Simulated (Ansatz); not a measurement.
SiGe (Pmma), relaxed with r²SCAN (Ansatz, a first-principles code, plane waves, PAW): a = 3.9233 Å, b = 3.9281 Å, c = 5.5430 Å, α = β = γ = 90.00°.

| Item | Value |
|---|---|
| gap (eV) | 0.58 |
| ΔH_f (eV/atom) | 0.01 |
| B₀ by P(V) fit (GPa) | 84.4 |
| K_Hill (GPa) | 84.6 |
| G_Hill (GPa) | 62.8 |
| electron conductivity mass (mₑ) | 0.42 |
| Θ_D (K) | 475 |

Question: The same phase is relaxed and computed with PBEsol in the same code. What are the cell and these values now?

Answer: a = 3.920 Å, b = 3.926 Å, c = 5.534 Å, α = β = γ = 90.00°.

- gap (eV): 0.27
- ΔH_f (eV/atom): 0.01
- B₀ by P(V) fit (GPa): 81.0
- K_Hill (GPa): 81.3
- G_Hill (GPa): 56.1
- electron conductivity mass (mₑ): 0.41
- Θ_D (K): 449

Typed or built starts, not in the databases checked: SiGe, Pmma (Si on 2e, Ge on 2f). All cells were relaxed under the symmetry of their starts (and spin orders); stability against distortions was not tested throughout. Spin–orbit coupling is left out wherever it is not named.

Potentials: the later of the program's two PAW sets.

Ansatz is a plane-wave DFT program.

Formation energies count from the lowest solids of the elements computed at the same level, not from gases.
